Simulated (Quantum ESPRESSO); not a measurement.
## Zr2NbO5F3 (input and log of a self-consistent run)

Computed values, not a measurement. The program is pw.x of Quantum ESPRESSO 7.5 (plane-wave density functional theory). The cell is made up: 11 atoms on a fluorite lattice with one site empty, with randomly drawn elements, strain and displacements, not relaxed. PseudoDojo standard norm-conserving files (v0.5 for PBE, v0.4.1 for LDA and PBEsol) set the functional; there is no spin polarisation, spin-orbit coupling or dispersion term, and the masses in the input are unused placeholders.

Input:

```
&control calculation='scf', pseudo_dir='./dojo.nc.sr.pbe.v0_5.standard.upf', outdir='./o', disk_io='low', tprnfor=.true., tstress=.true. /
&system ibrav=0, nat=11, ntyp=4, nbnd=50, ecutwfc=107.82251126, nosym=.true., tot_charge=0,
 occupations='smearing', smearing='fd', degauss=0.0018374661
/
&electrons conv_thr=7.350e-09, electron_maxstep=60, /
ATOMIC_SPECIES
F 1.0 F.upf
Nb 1.0 Nb.upf
O 1.0 O.upf
Zr 1.0 Zr.upf
CELL_PARAMETERS angstrom
4.9716 0.0161 0.0787
0.0161 5.0766 0.0783
0.0787 0.0783 5.0869
ATOMIC_POSITIONS angstrom
Zr -0.0066 2.5513 2.579
Zr 2.5412 0.082 2.6096
Nb 2.4886 2.5226 0.0556
O 1.2599 1.2485 1.3228
F 1.2848 1.3138 3.84
O 1.2832 3.7782 1.3096
O 1.2769 3.8679 3.8793
O 3.7393 1.305 1.3626
F 3.7761 1.3246 3.9364
O 3.7803 3.8713 1.3524
F 3.7798 3.8693 4.0039
K_POINTS automatic
7 6 6 1 1 1
```

The log is shortened where brackets say so; the opening notice, blank lines, dates and the lines on written files are dropped, and the path of the files is cut. It prints rydbergs, bohrs and kilobars, and counts compression as positive stress. With no partly filled state, the Fermi energy that it prints is only some level between the filled and the empty states on the mesh, and need not lie in the true gap.

```
     Program PWSCF v.7.5
     Parallel version (MPI & OpenMP), running on       4 processor cores
     Number of MPI processes:                 4
     Threads/MPI process:                     1
     [start-up lines left out]
     bravais-lattice index     =            0
     lattice parameter (alat)  =       9.3962  a.u.
     unit-cell volume          =     865.9755 (a.u.)^3
     number of atoms/cell      =           11
     number of atomic types    =            4
     number of electrons       =        88.00
     number of Kohn-Sham states=           50
     kinetic-energy cutoff     =     107.8225  Ry
     charge density cutoff     =     431.2900  Ry
     scf convergence threshold =      7.3E-09
     mixing beta               =       0.7000
     number of iterations used =            8  plain     mixing
     Exchange-correlation= PBE
                           (   1   4   3   4   0   0   0)
     [axes and pseudopotential details left out]
   Cartesian axes
     site n.     atom                  positions (alat units)
         1        Zr     tau(   1) = (  -0.0013274   0.5131079   0.5186788  )
         2        Zr     tau(   2) = (   0.5110766   0.0164915   0.5248329  )
         3        Nb     tau(   3) = (   0.5004979   0.5073358   0.0111821  )
         4        O      tau(   4) = (   0.2533863   0.2510936   0.2660366  )
         5        F      tau(   5) = (   0.2583941   0.2642265   0.7722864  )
         6        O      tau(   6) = (   0.2580724   0.7598574   0.2633818  )
         7        O      tau(   7) = (   0.2568053   0.7778975   0.7801902  )
         8        O      tau(   8) = (   0.7520339   0.2624567   0.2740410  )
         9        F      tau(   9) = (   0.7594350   0.2663986   0.7916740  )
        10        O      tau(  10) = (   0.7602797   0.7785813   0.2719896  )
        11        F      tau(  11) = (   0.7601792   0.7781791   0.8052493  )
     number of k points=   126  Fermi-Dirac smearing, width (Ry)=  0.0018
     Number of k-points >= 100: set verbosity='high' to print them.
     Dense  grid:   130963 G-vectors     FFT dimensions: (  64,  64,  64)
     Estimated max dynamical RAM per process >     593.35 MB
     Estimated total dynamical RAM >       2.22 GB
     Initial potential from superposition of free atoms
     starting charge      87.9929, renormalised to      88.0000
     Starting wfcs are   62 randomized atomic wfcs
     total cpu time spent up to now is       11.0 secs
     per-process dynamical memory:   517.9 Mb
     Self-consistent Calculation
     iteration #  1     ecut=   107.82 Ry     beta= 0.70
     Davidson diagonalization with overlap
     ethr =  1.00E-02,  avg # of iterations =  2.0
     total cpu time spent up to now is       29.8 secs
     total energy              =    -638.25066978 Ry
     estimated scf accuracy    <       5.53358642 Ry
     iteration #  2     ecut=   107.82 Ry     beta= 0.70
     Davidson diagonalization with overlap
     ethr =  6.29E-03,  avg # of iterations =  6.1
     total cpu time spent up to now is       62.2 secs
     total energy              =    -633.69060237 Ry
     estimated scf accuracy    <      53.60599366 Ry
     iteration #  3     ecut=   107.82 Ry     beta= 0.70
     Davidson diagonalization with overlap
     ethr =  6.29E-03,  avg # of iterations =  6.0
     total cpu time spent up to now is       91.8 secs
     total energy              =    -641.29885234 Ry
     estimated scf accuracy    <       1.66692007 Ry
     iteration #  4     ecut=   107.82 Ry     beta= 0.70
     Davidson diagonalization with overlap
     ethr =  1.89E-03,  avg # of iterations =  1.6
     total cpu time spent up to now is      109.2 secs
     total energy              =    -641.25057443 Ry
     estimated scf accuracy    <       0.78913845 Ry
     iteration #  5     ecut=   107.82 Ry     beta= 0.70
     Davidson diagonalization with overlap
     ethr =  8.97E-04,  avg # of iterations =  1.8
     total cpu time spent up to now is      126.9 secs
     total energy              =    -641.18383713 Ry
     estimated scf accuracy    <       0.34842490 Ry
     [iterations 6 to 13 left out]
     iteration # 14     ecut=   107.82 Ry     beta= 0.70
     Davidson diagonalization with overlap
     ethr =  3.22E-08,  avg # of iterations =  5.0
     total cpu time spent up to now is      332.0 secs
     total energy              =    -641.25029139 Ry
     estimated scf accuracy    <       0.00000541 Ry
     iteration # 15     ecut=   107.82 Ry     beta= 0.70
     Davidson diagonalization with overlap
     ethr =  6.15E-09,  avg # of iterations =  2.0
     total cpu time spent up to now is      350.6 secs
     total energy              =    -641.25029190 Ry
     estimated scf accuracy    <       0.00000052 Ry
     iteration # 16     ecut=   107.82 Ry     beta= 0.70
     Davidson diagonalization with overlap
     ethr =  5.94E-10,  avg # of iterations =  4.9
     total cpu time spent up to now is      376.1 secs
     total energy              =    -641.25029208 Ry
     estimated scf accuracy    <       0.00000005 Ry
     iteration # 17     ecut=   107.82 Ry     beta= 0.70
     Davidson diagonalization with overlap
     ethr =  6.16E-11,  avg # of iterations =  3.2
     total cpu time spent up to now is      397.1 secs
     total energy              =    -641.25029209 Ry
     estimated scf accuracy    <          7.9E-09 Ry
     iteration # 18     ecut=   107.82 Ry     beta= 0.70
     Davidson diagonalization with overlap
     ethr =  9.00E-12,  avg # of iterations =  4.6
     total cpu time spent up to now is      422.0 secs
     End of self-consistent calculation
     Number of k-points >= 100: set verbosity='high' to print the bands.
     the Fermi energy is    10.7508 ev
!    total energy              =    -641.25029209 Ry
     estimated scf accuracy    <          2.0E-09 Ry
     smearing contrib. (-TS)   =      -0.00000023 Ry
     internal energy E=F+TS    =    -641.25029186 Ry
     The total energy is F=E-TS. E is the sum of the following terms:
     one-electron contribution =    -170.96895892 Ry
     hartree contribution      =     136.65795550 Ry
     xc contribution           =    -141.03431799 Ry
     ewald contribution        =    -465.90497045 Ry
     convergence has been achieved in  18 iterations
     Forces acting on atoms (cartesian axes, Ry/au):
     atom    1 type  4   force =     0.09263790    0.08904452   -0.21515968
     atom    2 type  4   force =    -0.06942722   -0.09099169   -0.20090010
     atom    3 type  2   force =    -0.14763312    0.11903924    0.32649315
     atom    4 type  3   force =     0.04405725    0.04572668    0.00884791
     atom    5 type  1   force =     0.01883223    0.01395485    0.03043131
     atom    6 type  3   force =     0.06769976   -0.07250480    0.00228411
     atom    7 type  3   force =     0.07009915   -0.08192331   -0.01221075
     atom    8 type  3   force =    -0.03147747    0.06215641    0.01495073
     atom    9 type  1   force =    -0.01165405   -0.00736714    0.00900661
     atom   10 type  3   force =    -0.04526461   -0.06390008    0.04838655
     atom   11 type  1   force =     0.01213018   -0.01323469   -0.01212984
     Total force =     0.548020     Total SCF correction =     0.000103
     Computing stress (Cartesian axis) and pressure
          total   stress  (Ry/bohr**3)                   (kbar)     P=      -34.92
   0.00015363   0.00004500  -0.00029743           22.60        6.62      -43.75
   0.00004500  -0.00024980   0.00009478            6.62      -36.75       13.94
  -0.00029743   0.00009478  -0.00061592          -43.75       13.94      -90.61
     init_run     :     10.62s CPU     10.96s WALL (       1 calls)
     electrons    :    410.25s CPU    411.00s WALL (       1 calls)
     forces       :      3.22s CPU      3.22s WALL (       1 calls)
     stress       :     11.27s CPU     11.27s WALL (       1 calls)
     [timing details left out]
     PWSCF        :   7m15.50s CPU   7m16.63s WALL
     JOB DONE.
```

In other units: free energy -8724.655 eV for the cell, pressure -3.49 GPa, largest force component 8.394 eV/Å. This run is the check on a run of the same cell at a cutoff of 1143 eV and k mesh 5 x 4 x 4: rerunning at a cutoff of 1467 eV and k mesh 7 x 6 x 6 moved values by no more than 0.002 eV in energy, 0.05 GPa in stress and 0.006 eV/Å in force.